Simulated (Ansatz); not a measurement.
Relaxation of a relaxed NbP cell shaken by Gaussian noise of σ = 0.08 Å a coordinate; 8 atoms in the cell, which starts as P1 (No. 1), aP8; a = 4.3305 Å, b = 4.7117 Å, c = 5.9741 Å, α = β = γ = 90.00°. Level of theory: PBE (plane waves to 420 eV, PAW, scalar-relativistic; Ansatz, a quantum-chemistry and plane-wave program). Γ-centred k-mesh 4×6×5 on the run's cell (coarser than for final values), Fermi–Dirac smearing 0.05 eV. This is the first round of the run. 

The optimiser's lines from the output (shortened; P is positive under compression):

```
relax step   1: F+E_penalty+E_count = -21237.17824834 eV  Δ(F+E_penalty+E_count) = +0.000e0 eV  max|allowed force component| = 2.580e0 eV/Å  Δτ_max = 0.0000 Å  P = +3.419 GPa  Ω = 121.895 Å³  (6 SCF iters, dr2 threshold 1.00e-7 eV, accepted)
relax step   2: F+E_penalty+E_count = -21237.80275393 eV  Δ(F+E_penalty+E_count) = -6.245e-1 eV  max|allowed force component| = 7.318e-1 eV/Å  Δτ_max = 0.1971 Å  P = +2.311 GPa  Ω = 120.530 Å³  (6 SCF iters, dr2 threshold 8.00e-7 eV, accepted)
relax step   3: F+E_penalty+E_count = -21237.90176809 eV  Δ(F+E_penalty+E_count) = -9.901e-2 eV  max|allowed force component| = 1.166e-1 eV/Å  Δτ_max = 0.0802 Å  P = -0.827 GPa  Ω = 122.536 Å³  (6 SCF iters, dr2 threshold 8.00e-7 eV, accepted)
relax step   4: F+E_penalty+E_count = -21237.90825508 eV  Δ(F+E_penalty+E_count) = -6.487e-3 eV  max|allowed force component| = 4.198e-2 eV/Å  Δτ_max = 0.0220 Å  P = +0.060 GPa  Ω = 121.906 Å³  (6 SCF iters, dr2 threshold 8.00e-7 eV, accepted)
relax step   5: F+E_penalty+E_count = -21237.90980903 eV  Δ(F+E_penalty+E_count) = -1.554e-3 eV  max|allowed force component| = 6.811e-3 eV/Å  Δτ_max = 0.0059 Å  P = +0.035 GPa  Ω = 121.889 Å³  (6 SCF iters, dr2 threshold 8.00e-7 eV, accepted)
relax step   6: F+E_penalty+E_count = -21237.90981911 eV  Δ(F+E_penalty+E_count) = -1.009e-5 eV  max|allowed force component| = 1.332e-3 eV/Å  Δτ_max = 0.0008 Å  P = +0.004 GPa  Ω = 121.915 Å³  (6 SCF iters, dr2 threshold 6.87e-9 eV, accepted)
relax step   7: F+E_penalty+E_count = -21237.90982500 eV  Δ(F+E_penalty+E_count) = -5.884e-6 eV  max|allowed force component| = 1.331e-3 eV/Å  Δτ_max = 0.0000 Å  P = +0.003 GPa  Ω = 121.915 Å³  stress off target by 7.72e-3 GPa  SCF on the basis re-selected at this cell (its energy is not comparable with the rows above)  (8 SCF iters)
```

From the first to the last row the energy changes by -0.09 eV/atom and the volume by 0.0 %. The last row is marked as not comparable with the walk above it, whose basis was carried along; it does compare with step 1, since both stand on a basis selected at the nominal cutoff for their own cell.

Later rounds, restarted from the end of this one on a renewed k-mesh, logged 8 more steps and released under 0.01 eV/atom more. The final structure after all rounds: Pnma (No. 62), oP8; a = 5.9741 Å, b = 4.3305 Å, c = 4.7117 Å, α = 90.00°, β = 90.00°, γ = 90.00°. No spin polarisation in the result.

The relaxed structure here is a generated cell of NbP: the first start was made by placing the elements on the sites of a structure type, and the end was not matched to a known phase here, so it may be hypothetical.
